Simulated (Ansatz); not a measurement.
An Ansatz (a quantum-chemistry and plane-wave program) input:

Ansatz 0.2 input:
```yaml
crystal:
  lattice:
    - [2.8159627128, 1.6257968303, 4.0250091408]
    - [-2.8159627128, 1.6257968303, 4.0250091408]
    - [0.0, -3.2515936605, 4.0250091408]
  atoms:
    - { symbol: B, position: [0.3084631517, 0.8064340466, 0.8064340466] }
    - { symbol: B, position: [0.6915368483, 0.1935659534, 0.1935659534] }
    - { symbol: B, position: [0.8064340466, 0.3084631517, 0.8064340466] }
    - { symbol: B, position: [0.1935659534, 0.6915368483, 0.1935659534] }
    - { symbol: B, position: [0.8064340466, 0.8064340466, 0.3084631517] }
    - { symbol: B, position: [0.1935659534, 0.1935659534, 0.6915368483] }
    - { symbol: B, position: [0.6702393177, 0.9940746913, 0.9940746913] }
    - { symbol: B, position: [0.3297606823, 0.0059253087, 0.0059253087] }
    - { symbol: B, position: [0.9940746913, 0.6702393177, 0.9940746913] }
    - { symbol: B, position: [0.0059253087, 0.3297606823, 0.0059253087] }
    - { symbol: B, position: [0.9940746913, 0.9940746913, 0.6702393177] }
    - { symbol: B, position: [0.0059253087, 0.0059253087, 0.3297606823] }
    - { symbol: C, position: [0.6097599932, 0.6097599932, 0.6097599932] }
    - { symbol: C, position: [0.3902400068, 0.3902400068, 0.3902400068] }
    - { symbol: C, position: [0.5, 0.5, 0.5] }
kpoints:
  mp_grid: { grid: [4, 4, 4] }
hamiltonian:
  xc: hse06
  pseudopotentials: { azcp: { folder: ./paw }, kind: paw }
scf:
  n_extra_bands: 15
  occupations: { method: fixed }
output:
  eigenvalues: true
  eigenstates:
    e_range: [-9.0, 10.7]
    kpoints:
      - [-0.013021, -0.013021, 0.3125]  # VBM
      - [-0.114583, -0.114583, 0.427083]  # CBM
      - [0.0, 0.0, 0.0]  # GAMMA
      - [0.5, 0.5, 0.5]  # T
      - [0.5, 0.0, 0.0]  # L
      - [0.5, 0.0, 0.5]  # F
      - [0.3877181349, -0.3877181349, 0.0]  # S_0
      - [0.6122818651, 0.0, 0.3877181349]  # S_2
      - [0.5, -0.2754362698, 0.2754362698]  # H_0
      - [0.7245637302, 0.2754362698, 0.5]  # H_2
```

Problem. How many symmetry operations and irreducible k-points will the run report?

Solution. 12 operations, 13 of 64 k-points.

Problem. With a cutoff of 420 eV, how many plane waves at Γ?

Solution. 2185.

It took very roughly 3 core-minutes on shared server cores.

The points marked VBM and CBM come from a semilocal run.

Space group R-3m. The workflow started from a Materials Project entry (that database holds measured and hypothetical structures alike); the Crystallography Open Database copy checked does not list it. Its standing as an ambient phase is unchecked. Symmetry was held in the r²SCAN relaxation; whether a distortion lowers the energy is not shown.

Potentials: the earlier of the program's two PAW sets. The files were generated under PBE; for other functionals the program regenerates the frozen cores, and for LDA and PBEsol the local potential too.

Ansatz is a plane-wave DFT program.
